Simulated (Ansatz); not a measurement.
WSe2 (2H-MoS2 type, space group P6_3/mmc)

```
CELL_PARAMETERS angstrom
      3.27906     0.00000     0.00000
     -1.63953     2.83975     0.00000
      0.00000     0.00000    12.78607
ATOMIC_POSITIONS crystal
  W  0.33333 0.66667 0.25000
  W  0.66667 0.33333 0.75000
  Se 0.33333 0.66667 0.61827
  Se 0.66667 0.33333 0.11827
  Se 0.66667 0.33333 0.38173
  Se 0.33333 0.66667 0.88173
```

In each cell atom 5 (Se, nearest neighbour W at 2.534 Å; its periodic images, 3.3 Å or more away, move with it) moves by s·(0.577, 0.577, 0.577) (along Cartesian [111]), the rest being held.

Computed with PBE-D3(BJ) (plane waves to 420 eV, PAW, scalar-relativistic; Ansatz, a first-principles code). k mesh 9×9×2 (Γ-centred), Fermi-Dirac smearing 0.05 eV. The energy includes the smearing's −TS. Left out: 2 of 11 points, with atoms too close for the PAW data. Spin-orbit coupling is left out, though W is heavy. WSe2 is run without spin polarisation. WSe2 was relaxed with its symmetry unable to fall. The zero of ΔE is the undisplaced structure.

Successive frames, forces in eV/Å:

```json
[
 {"frame": "s = 0.000 Å", "ΔE (meV/cell)": "0", "F on W1": "(0.000, 0.000, 0.000)", "F on W2": "(0.000, 0.000, 0.000)", "F on Se3": "(0.000, 0.000, 0.000)", "F on Se4": "(0.000, 0.000, 0.000)", "F on Se5": "(0.000, 0.000, 0.000)", "F on Se6": "(0.000, 0.000, 0.000)"},
 {"frame": "s = 0.152 Å", "ΔE (meV/cell)": "116", "F on W1": "(0.696, 0.647, 0.981)", "F on W2": "(0.007, 0.006, 0.002)", "F on Se3": "(0.010, 0.009, 0.045)", "F on Se4": "(-0.015, -0.029, 0.118)", "F on Se5": "(-0.696, -0.632, -1.149)", "F on Se6": "(-0.002, -0.002, 0.002)"},
 {"frame": "s = 0.304 Å", "ΔE (meV/cell)": "407", "F on W1": "(1.142, 1.019, 1.511)", "F on W2": "(0.017, 0.014, 0.005)", "F on Se3": "(0.026, 0.023, 0.100)", "F on Se4": "(0.000, -0.050, 0.212)", "F on Se5": "(-1.181, -1.002, -1.833)", "F on Se6": "(-0.005, -0.004, 0.005)"},
 {"frame": "s = 0.456 Å", "ΔE (meV/cell)": "798", "F on W1": "(1.318, 1.155, 1.711)", "F on W2": "(0.031, 0.024, 0.008)", "F on Se3": "(0.052, 0.042, 0.170)", "F on Se4": "(0.038, -0.057, 0.294)", "F on Se5": "(-1.431, -1.158, -2.191)", "F on Se6": "(-0.008, -0.006, 0.008)"}
]
```

Task: What are the energy and the forces in the next frame, s = 0.608 Å?

Result: ΔE (meV/cell) = 1228.

| atom | Fx | Fy | Fz |
|---|---|---|---|
| W1 | 1.233 | 1.088 | 1.692 |
| W2 | 0.050 | 0.035 | 0.010 |
| Se3 | 0.090 | 0.069 | 0.260 |
| Se4 | 0.092 | -0.049 | 0.367 |
| Se5 | -1.454 | -1.136 | -2.342 |
| Se6 | -0.011 | -0.007 | 0.013 |

(A displaced cell: forces are minus the slopes of the energy, force constants its curvatures, and phonons follow from these.)
